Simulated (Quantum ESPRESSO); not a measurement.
# Mo3TaSe7Cl: convergence and cost over cutoff and k mesh

Computed values, not a measurement. The program is pw.x of Quantum ESPRESSO 7.5 (plane-wave density functional theory). The cell is made up: 12 atoms on a layered 2H lattice, with randomly drawn elements, strain and displacements, not relaxed. PseudoDojo standard norm-conserving files (v0.5 for PBE, v0.4.1 for LDA and PBEsol) set the functional; there is no spin polarisation, spin-orbit coupling or dispersion term, and the masses in the input are unused placeholders.

Input of the run in row 4:

```
&control calculation='scf', pseudo_dir='./dojo.nc.sr.pbe.v0_5.standard.upf', outdir='./o', disk_io='medium', tprnfor=.true., tstress=.true. /
&system ibrav=0, nat=12, ntyp=4, nbnd=93, ecutwfc=85.99341389, nosym=.true., tot_charge=0,
 occupations='smearing', smearing='fd', degauss=0.0018374661
/
&electrons conv_thr=7.350e-09, electron_maxstep=60, /
ATOMIC_SPECIES
Cl 1.0 Cl.upf
Mo 1.0 Mo.upf
Se 1.0 Se.upf
Ta 1.0 Ta.upf
CELL_PARAMETERS angstrom
3.4007 0.0083 0.0119
0.0144 5.9362 0.0217
0.0477 0.0501 13.4943
ATOMIC_POSITIONS angstrom
Mo 0.0312 1.974 3.3442
Mo 1.7334 1.0286 10.1045
Ta 1.7279 4.9612 3.3902
Mo 0.0492 3.9897 10.1386
Se 0.044 1.974 8.4703
Se 0.0457 2.0309 11.794
Se 1.6871 1.0016 1.6878
Se 1.7237 1.0084 5.0792
Se 1.7318 4.9676 8.4853
Se 1.7286 4.9826 11.8344
Se 0.0057 3.9596 1.695
Cl 0.0109 3.9982 5.1159
K_POINTS automatic
6 4 2 1 1 1
```

The same cell was run at these settings. Meshes are shifted by half a step, and differences are from the last row, which is itself not exact.

| cutoff (eV) | k mesh | k points solved | threshold (eV) | free energy less the last row's (eV) | pressure (GPa) | largest stress difference (GPa) | largest force difference (eV/Å) | iterations | wall time (s) | k-point pools | processor |
| --- | --- | --- | --- | --- | --- | --- | --- | --- | --- | --- | --- |
| 819 | 2 x 2 x 2 | 4 | 1e-04 | 8.492 | -61.00 | 57.06 | 0.408 | 17 | 337 | 1 | AMD EPYC, Zen 5 class |
| 1170 | 2 x 2 x 2 | 4 | 1e-07 | -1.153 | -5.55 | 1.36 | 0.411 | 24 | 733 | 1 | AMD EPYC, Zen 5 class |
| 754 | 6 x 4 x 2 | 24 | 1e-07 | 28.790 | -138.96 | 134.31 | 0.025 | 24 | 192 | 4 | AMD EPYC, Zen 5 class |
| 1170 | 6 x 4 x 2 | 24 | 1e-07 | 0.002 | -4.81 | 0.01 | 0.003 | 22 | 2695 | 1 | AMD EPYC, Zen 5 class |
| 1467 | 8 x 6 x 4 | 96 | 1e-07 | 0.000 | -4.80 | 0.00 | 0.000 | 22 | 1741 | 4 | AMD EPYC, Zen 5 class |

Each pool is one process. Wall times include start-up and a band step at six k points, which weighs most on the coarsest meshes. The runs were on shared virtual cores whose load varied, so times are rough.